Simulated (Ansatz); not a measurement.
Ta5As4:
```xyz
9
Lattice="-4.8583 4.8583 1.6837 4.8583 -4.8583 1.6837 4.8583 4.8583 -1.6837" Properties=species:S:1:pos:R:3 pbc="T T T"
Ta     0.0000     0.0000     0.0000
As     0.5031     6.9342     0.0000
As     2.0759     4.3552     1.6837
As     4.3552    -2.0759     1.6837
As     2.7824     0.5031     0.0000
Ta     2.9701     6.1380     0.0000
Ta     1.2796     1.8882     1.6837
Ta     1.8882    -1.2796     1.6837
Ta     3.5787     2.9701     0.0000
```

Relaxed with LDA. Special points in fractions of this cell's reciprocal vectors: Γ (0.000, 0.000, 0.000); X (0.000, 0.000, 0.500); M (-0.500, 0.500, 0.500); Z (0.280, 0.280, -0.280); Z0 (-0.280, 0.720, 0.280); P (0.250, 0.250, 0.250); N (0.000, 0.500, 0.000).

### Question
List the band energies nearest the Fermi level at these points for the program Ansatz at the LDA level (PAW).

### Answer
In eV from the Fermi level; about four levels below and three above (degenerate sets whole), none deeper than 8.9 eV; points with the same levels are listed once.

```json
[
 {"k": "Γ", "below": "-0.91 -0.50 -0.50 -0.28", "above": "0.58 1.35 1.46"},
 {"k": "X", "below": "-1.56 -0.92 -0.85 -0.15", "above": "0.10 0.25 0.64"},
 {"k": "M", "below": "-1.06 -1.06 -0.32 -0.31", "above": "0.03 0.37 0.37"},
 {"k": "Z", "below": "-1.27 -0.98 -0.47 -0.47", "above": "0.41 1.04 2.89 2.89"},
 {"k": "P", "below": "-1.51 -1.51 -0.97 -0.78 -0.78", "above": "1.11 1.40 2.56"},
 {"k": "N", "below": "-1.52 -1.04 -0.78 -0.72", "above": "1.26 1.32 2.23"}
]
```

Space group I4/m. The workflow started from an entry of the Crystallography Open Database (COD). Its standing as an ambient phase is unchecked. The cell was relaxed with LDA under the symmetry of its start; its stability against distortions is not shown here. No spin polarisation was allowed. Scalar-relativistic: spin–orbit coupling is off unless named, which matters more the heavier the elements.

Potentials: the later of the program's two PAW sets.
